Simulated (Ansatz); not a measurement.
Given:

Ti:
```
Ti
1.0
    4.45100     0.00000     0.00000
   -2.22550     3.85468     0.00000
    0.00000     0.00000     2.77045
Ti
3
Direct
  0.00000   0.00000   0.00000
  0.33333   0.66667   0.50000
  0.66667   0.33333   0.50000
```

This is the LDA-relaxed structure. x, y and z are the axes in which the lattice vectors are written.

**Question.** All from DFT-LDA in the program Ansatz with PAW potentials, unless another level is named. Predict the Hill bulk and shear moduli.

**Answer.** 128 and 59.6 GPa.

**Question.** What about the highest zone-centre frequency?

**Answer.** 223 cm⁻¹.

**Question.** What about the elastic constants (relaxed ions, GPa)?

**Answer.** C11 = 208, C12 = 101, C13 = 66.7, C33 = 264, C44 = 52.2.

Space group P6/mmm. This is a known high-pressure phase of the composition, computed here at zero pressure and temperature. Symmetry was held in the LDA relaxation; whether a distortion lowers the energy is not shown. The run is not spin-polarised. As this level gives no gap, shear constants depend on the k-mesh and smearing (Fermi–Dirac, 0.1 eV here). As this level gives no gap, phonon frequencies hold no LO–TO term and depend on the k-mesh and smearing (Fermi–Dirac, 0.1 eV here).

Potentials: the earlier of the program's two PAW sets. The files were generated under PBE; for other functionals the program regenerates the frozen cores, and for LDA and PBEsol the local potential too.
